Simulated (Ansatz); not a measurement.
Y:
```
CELL_PARAMETERS angstrom
      3.59953     0.00000     0.00000
     -1.79976     3.11728     0.00000
      0.00000     0.00000     5.57923
ATOMIC_POSITIONS crystal
  Y  0.33333 0.66667 0.25000
  Y  0.66667 0.33333 0.75000
```

Relaxed with PBEsol. Special points in fractions of this cell's reciprocal vectors: Γ (0.000, 0.000, 0.000); M (0.500, 0.000, 0.000); K (0.333, 0.333, 0.000); A (0.000, 0.000, 0.500); L (0.500, 0.000, 0.500); H (0.333, 0.333, 0.500).

**Question.** List the band energies nearest the Fermi level at these points for DFT-PBEsol with spin–orbit coupling in the program Ansatz with PAW potentials.

**Answer.** In eV from the Fermi level; about four levels below and three above (degenerate sets whole), none deeper than 8.9 eV; points with the same levels are listed once.

```csv
k,below,above
Γ,-4.74 -4.74 -1.93 -1.93,1.12 1.12 1.72 1.72
M,-0.88 -0.88 -0.06 -0.06,1.42 1.42 1.51 1.51
K,-0.65 -0.65 -0.47 -0.47,1.11 1.11 1.13 1.13
A,-3.23 -3.23 -3.23 -3.23,1.00 1.00 1.00 1.00
L,-1.73 -1.73 -1.73 -1.73,0.07 0.07 0.07 0.07
H,-0.42 -0.42 -0.38 -0.38,0.43 0.43 0.50 0.50
```

Space group P6_3/mmc (hcp (Mg type)). The PBEsol relaxation kept the symmetry of its start. The workflow began spin-polarised and lost its moments.

Potentials: the earlier of the program's two PAW sets. The files were generated under PBE; for other functionals the program regenerates the frozen cores, and for LDA and PBEsol the local potential too.
